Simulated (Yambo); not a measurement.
A free-standing WS2 monolayer (symmetry P-6m2, slab cell 16.1 Å high), G0W0@PBEsol in Yambo with this input:

```
rim_cut
gw0
dyson
el_el_corr
HF_and_locXC
ppa
em1d
rim_w
RandQpts= 1000000
RandGvec= 2 Ry
CUTGeo= "slab z"
EXXRLvcs= 74 Ry
VXCRLvcs= 296 Ry
Chimod= "HARTREE"
% BndsRnXp
 5 | 192 |
%
NGsBlkXp= 7 Ry
% LongDrXp
 1.0 | 1.0 | 0.0 |
%
RandGvecW= 1000 mRy
PPAPntXp= 27.2114 eV
% GbndRnge
 1 | 192 |
%
GTermKind= "BG"
DysSolver= "n"
ExtendOut
```

On a 6×6×1 mesh, with wavefunctions cut at 74 Ry, the gap (K → (0.167, 0.167)) is 2.412 eV and the valence edge shifts by -0.045 eV.

Task: What happens with this change: 3 Ry block?

Result: The gap falls by 0.043 eV, to 2.369 eV; the shift of the valence edge becomes 0.131 eV. Neither run is shown to be the converged limit.

Spin-orbit coupling is included.

Geometry relaxed with PBEsol; primitive cell a = 3.146 Å, b = 3.146 Å, c = 16.100 Å, α = 90.00°, β = 90.00°, γ = 120.00°.

A shift is the quasiparticle energy of the state minus its PBEsol energy.
